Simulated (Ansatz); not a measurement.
# Li under pressure: fit and missing row

Li, P6_3/mmc, a = 3.084 Å, c = 10.181 Å. This isn't the element's structure at ambient conditions. Ansatz: r2SCAN, PAW, 500 eV, Γ-centred 18×18×4 mesh on 4 atoms, Gaussian smearing 0.10 eV; no spin polarisation. Cell and atoms are relaxed at each pressure, and no other structure is tried, so the rows at high pressure may lie past a change of phase.

```tsv
V (Å³/atom)	P (GPa)
6.995	89.99
8.698	49.93
10.952	25.00
13.492	11.96
16.921	3.98
?	1.02
20.970	0.00
22.844	-0.96
```

Task: Take V0 = 20.970 Å³/atom, fit the third-order Birch–Murnaghan form to the other rows, and predict the missing volume.

Result: With the Eulerian strain f = ½[(V0/V)^(2/3) − 1] and y = P/[3f(1 + 2f)^(5/2)], the form is the line y = B0 + 1.5 B0 (B0′ − 4) f. Rows (f, y): 0.53955, 8.92; 0.39899, 9.62; 0.27097, 10.42; 0.17089, 11.19; 0.07688, 12.07; -0.02773, 13.31. Means f = 0.2383, y = 10.922; Σ(Δf)² = 0.2190, ΣΔfΔy = -1.667; the slope is their ratio. y = 12.74 − 7.613 f GPa, so B0 = 12.7 GPa and B0′ = 4 + 2 × (-7.613)/(3 × 12.74) = 3.60. P = 1.02 GPa is met at f = 0.02407 (y = 12.557), so V = V0 (1 + 2f)^(−3/2) = 19.542 Å³/atom. The run gave 19.551 Å³/atom, so the fit is 0.009 Å³/atom too low, within the rms miss on the fitted rows (0.068 Å³/atom).

The mesh isn't the same in all rows (18×18×4, 18×18×6, 24×24×6).

Cost: 8 runs of about 11 core-minutes in all, on Arm Neoverse N1 (shared hosts).